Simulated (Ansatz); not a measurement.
The relaxed structure here is a generated cell of Ta: the first start was made by placing the elements on the sites of a structure type, and the end was not matched to a known phase here, so it may be hypothetical. Known forms of Ta include space group No. 229.

One stationary structure of Ta. Space group P6/mmm (No. 191). Calculation: PBE (plane waves to 420 eV, PAW, scalar-relativistic; Ansatz, a first-principles code).

Space group P6/mmm (No. 191); a = 5.4893 Å, b = 5.4893 Å, c = 2.7126 Å, α = 90.00°, β = 90.00°, γ = 120.00°

```
atom  site  symmetry       x       y       z
----  ----  --------  ------  ------  ------
Ta      3g       mmm  0.5000  0.5000  0.5000
```

For Ta, the volume per atom is 23.60 Å³ and the band gap is zero (metallic). The shortest distances is Ta–Ta 2.71 Å and the k-mesh comes out as 10×10×17.

Band energies at high-symmetry points (eV from the Fermi level; labels of this space group; no spin-orbit coupling), from −5 eV up to 1.2 eV:

```
point                                                   energies
-----  ---------------------------------------------------------
Γ                            -3.46 -3.10 -3.10 -2.44 -1.68 -1.68
M           -4.16 -2.63 -2.32 -1.56 -1.33 -0.75 -0.28 -0.08 0.15
K          -4.78 -4.78 -2.90 -1.63 -1.63 -1.23 -0.92 -0.75 -0.75
A                 -4.51 -3.88 -2.48 -2.48 -1.24 -1.24 -1.03 0.45
L                 -3.57 -2.33 -2.29 -2.10 -1.21 -0.33 -0.04 0.65
H      -2.89 -2.89 -2.46 -0.94 -0.94 -0.50 -0.50 -0.01 0.96 0.96
```

No spin polarisation in the result.

The run could not lower the symmetry of its start; a shaken copy of this end point relaxes with PBE to Pnnm (No. 58), 1.40 eV/atom lower.
